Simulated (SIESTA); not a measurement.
# Sn3Se: energy against volume and a worked fit

```xyz
4
Lattice="0.0000 3.7331 3.7331 3.7331 0.0000 3.7331 3.7331 3.7331 0.0000" Properties=species:S:1:pos:R:3 pbc="T T T"
Sn    3.7331    3.7331    3.7331
Sn    5.5997    5.5997    5.5997
Sn    1.8666    1.8666    1.8666
Se    0.0000    0.0000    0.0000
```

The cell comes from a database or a generator and needn't be the stable form of this composition.

The cell was scaled at fixed shape and fractions and run with SIESTA, files PseudoDojo sr-pbesol-0.4.1-standard, DZP (energy shift 0.003 Ry; two zetas on semicore shells); PBEsol, k mesh 6 × 6 × 6 on the cell of 4 atoms, fermi-dirac occupations of 0.05 eV, no spin polarisation, no spin-orbit coupling. Energies are those that the program minimises, any entropy of the smearing included. For a metal such a mesh isn't converged to the digits shown.

```csv
V (Å³/atom),energy over the lowest row (meV/atom)
24.4523,2.02
24.9726,0.00
25.4928,?
26.0131,7.55
26.5334,16.29
27.0536,27.87
27.5739,41.79
```

Fit the third-order Birch-Murnaghan form, give V0, B0 and B′, and predict the energy left open.

With y = (V0/V)^(2/3), E = E0 + (9 V0 B0/16) [(y - 1)³ B′ + (y - 1)² (6 - 4y)]. Least squares through the rows shown give V0 = 24.9646 Å³/atom, E0 = -0.02 meV, B0 = 59.96 GPa (1 eV/Å³ = 160.218 GPa) and B′ = 5.00, with a largest miss of 0.04 meV. At V = 25.4928 the form with these constants gives 1.99 meV; the run gave 2.03 meV an atom.
